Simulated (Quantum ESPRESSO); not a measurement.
## Ta3Rh3AgRu (a curve over one atom's position)

Computed values, not a measurement. The program is pw.x of Quantum ESPRESSO 7.5 (plane-wave density functional theory). The cell is made up: eight metal atoms on a hexagonal close-packed lattice, with elements, volume, strain and displacements drawn at random and not relaxed, so it may be unstable or far from any real phase. PseudoDojo standard norm-conserving files set the functional (PBE unless stated); there is no spin polarisation or spin-orbit coupling, the Fermi-Dirac width of 0.25 eV means electrons at about 2900 K, and the masses in the input are unused placeholders. Heavy elements are run without spin-orbit coupling, which real alloys of them have. A spin test at this wide smearing found no moment, but such smearing suppresses magnetism that the real alloy may have.

Seven runs move atom 8 (Rh, counted in the order of the input) along z and keep all else fixed.

Input of the run at +0.0173:

```
&control calculation='scf', pseudo_dir='./dojo.nc.sr.pbe.v0_5.standard.upf', outdir='./o', disk_io='minimal', tprnfor=.true., tstress=.true. /
&system ibrav=0, nat=8, ntyp=4, nbnd=80, ecutwfc=87.97787729, nosym=.true., tot_charge=0,
 occupations='smearing', smearing='fd', degauss=0.0183746611
/
&electrons conv_thr=1.470e-08, electron_maxstep=70, mixing_beta=0.5 /
ATOMIC_SPECIES
Ag 1.0 Ag.upf
Rh 1.0 Rh.upf
Ru 1.0 Ru.upf
Ta 1.0 Ta.upf
CELL_PARAMETERS angstrom
-2.714 0.0 0.0
0.0 4.7008 0.0
1.357 -2.3504 -9.101
ATOMIC_POSITIONS angstrom
Ta -0.0193 0.0147 -0.0536
Rh 0.0898 1.552 -2.2728
Ta -0.0936 -0.0576 -4.4676
Rh 0.0134 1.4679 -6.7885
Ag -1.3733 2.5103 0.0885
Ru -1.378 3.9453 -2.2973
Ta -1.2555 2.2728 -4.4555
Rh -1.4703 -0.729 -6.8067
K_POINTS automatic
9 5 3 1 1 1
```

| shift of atom 8 along z (Å) | free energy less that of the input shown (eV) | Fx on atom 8 (eV/Å) | Fy on atom 8 (eV/Å) | Fz on atom 8 (eV/Å) | pressure (GPa) | iterations |
| --- | --- | --- | --- | --- | --- | --- |
| -0.1355 | 0.2203 | 0.820 | -1.992 | 2.240 | 28.14 | 20 |
| -0.0973 | 0.1427 | 0.794 | -1.902 | 1.825 | 27.85 | 20 |
| -0.0584 | 0.0796 | 0.770 | -1.822 | 1.424 | 27.65 | 20 |
| +0.0173 | 0.0000 | 0.733 | -1.703 | 0.684 | 27.51 | 18 |
| +0.0499 | -0.0172 | 0.720 | -1.665 | 0.370 | 27.55 | 18 |
| +0.1348 | -0.0130 | 0.692 | -1.601 | -0.479 | 27.97 | 20 |

Question: one run is left out of the table, at +0.0361. Estimate its Fz on atom 8 (eV/Å).

Answer: 0.503. The whole row:

| shift of atom 8 along z (Å) | free energy less that of the input shown (eV) | Fx on atom 8 (eV/Å) | Fy on atom 8 (eV/Å) | Fz on atom 8 (eV/Å) | pressure (GPa) | iterations |
| --- | --- | --- | --- | --- | --- | --- |
| +0.0361 | -0.0112 | 0.726 | -1.680 | 0.503 | 27.52 | 18 |

A cubic fit gives dFz/dz = -9.66 eV/Å² at zero shift. Across the table the energy follows minus the integral of the force to 0.1 meV. A rerun of one of the cells at a higher cutoff and on a denser mesh moved values by no more than 0.005 eV in energy, 0.18 GPa in stress and 0.010 eV/Å in force, and a second program with other atomic files agreed on that cell to 2 % rms in force and 0.5 GPa in pressure.